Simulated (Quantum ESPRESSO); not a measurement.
pw.x input (Quantum ESPRESSO 7.5; PBEsol, PseudoDojo standard norm-conserving files, scalar-relativistic):

```
&CONTROL
  calculation = 'scf'
  pseudo_dir = './pseudo'
  outdir = './out'
  tprnfor = .true.
  tstress = .true.
/
&SYSTEM
  ibrav = 0
  nat = 6
  ntyp = 3
  ecutwfc = 72.0
  ecutrho = 288.0
  occupations = 'smearing'
  smearing = 'fd'
  degauss = 0.002
  nbnd = 22
/
&ELECTRONS
  conv_thr = 6e-10
/
ATOMIC_SPECIES
H 1.0080 H.upf
Cl 35.4500 Cl.upf
Ba 137.3270 Ba.upf
CELL_PARAMETERS angstrom
  4.421500000000   0.000000000000   0.000000000000
  0.000000000000   4.421500000000   0.000000000000
  0.000000000000   0.000000000000   7.268520000000
ATOMIC_POSITIONS crystal
H   0.500000000000   0.500000000000   0.000000000000
H   0.000000000000   0.000000000000   0.000000000000
Cl   0.500000000000   0.000000000000   0.653650000000
Cl   0.000000000000   0.500000000000   0.346350000000
Ba   0.000000000000   0.500000000000   0.791820000000
Ba   0.500000000000   0.000000000000   0.208180000000
K_POINTS automatic
6 6 4 0 0 0
```

End of the output:

```
     total energy              =    -180.45569087 Ry
     estimated scf accuracy    <       0.00000027 Ry
     total energy              =    -180.45569102 Ry
     estimated scf accuracy    <       0.00000002 Ry
     total energy              =    -180.45569104 Ry
     estimated scf accuracy    <          1.9E-09 Ry
[...]
     the Fermi energy is     5.6913 ev
!    total energy              =    -180.45569104 Ry
     estimated scf accuracy    <          8.5E-11 Ry
     smearing contrib. (-TS)   =      -0.00000000 Ry
     internal energy E=F+TS    =    -180.45569104 Ry
     The total energy is F=E-TS. E is the sum of the following terms:
     one-electron contribution =     -17.81314232 Ry
     hartree contribution      =      22.73496919 Ry
     xc contribution           =     -45.38710406 Ry
     ewald contribution        =    -139.99041384 Ry
     convergence has been achieved in  10 iterations
     Forces acting on atoms (cartesian axes, Ry/au):
     atom    1 type  1   force =     0.00000000    0.00000000    0.00000000
     atom    2 type  1   force =     0.00000000    0.00000000    0.00000000
     atom    3 type  2   force =     0.00000000    0.00000000    0.00161420
     atom    4 type  2   force =     0.00000000    0.00000000   -0.00161420
     atom    5 type  3   force =     0.00000000    0.00000000   -0.00009044
     atom    6 type  3   force =     0.00000000    0.00000000    0.00009044
     Total force =     0.002286     Total SCF correction =     0.000031
     Computing stress (Cartesian axis) and pressure
          total   stress  (Ry/bohr**3)                   (kbar)     P=      -21.31
  -0.00014841   0.00000000   0.00000000          -21.83        0.00        0.00
   0.00000000  -0.00014841   0.00000000            0.00      -21.83        0.00
   0.00000000   0.00000000  -0.00013785            0.00        0.00      -20.28
```
In a gapped system the printed Fermi energy is only some level inside the gap.

Geometry of the Materials Project entry, not relaxed at this level.
